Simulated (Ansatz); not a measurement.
# Structures of Zn3B2: which is lowest?

Plane-wave DFT in Ansatz with scalar-relativistic PAW potentials, cutoff 420 eV, Γ-centred meshes chosen by cell and gap, Gaussian smearing with energies taken to zero width. Every cell was relaxed (cell and atoms) in a run of its own, within the symmetry of its start. Functional: PBE.

Relaxed structures (starts from databases or built by putting these elements on another compound's sites):
A. P-3m1, 5 atoms in the computed cell, a = 3.688 Å, c = 5.176 Å; sites (symmetry × multiplicity) Zn -3m. × 1 + 3m. × 2, B 3m. × 2; start: built
B. R-3m, 5 atoms in the computed cell, a = 2.759 Å, c = 26.711 Å; sites (symmetry × multiplicity) Zn -3m × 3 + 3m × 6, B 3m × 6; start: built

Q: Rank them by energy. Could pressure change the order?

A:
| structure | group | E − E(lowest) (meV/atom) | V (Å³/atom) | gap on mesh (eV) |
| --- | --- | --- | --- | --- |
| A | P-3m1 | 0.0 | 12.19 | 0.00 |
| B | R-3m | 127 | 11.74 | 0.00 |

A is lowest, 127 meV/atom under B. B is denser by 0.45 Å³/atom, so pressure favours it: ΔE/ΔV, with ΔE in eV and 1 eV/Å³ = 160.2 GPa, gives about 45 GPa for equal enthalpy if both cells were rigid; at such pressures compression changes ΔV much, so this is a scale only. Other structures may lie lower than all of these, and vibrations aren't counted.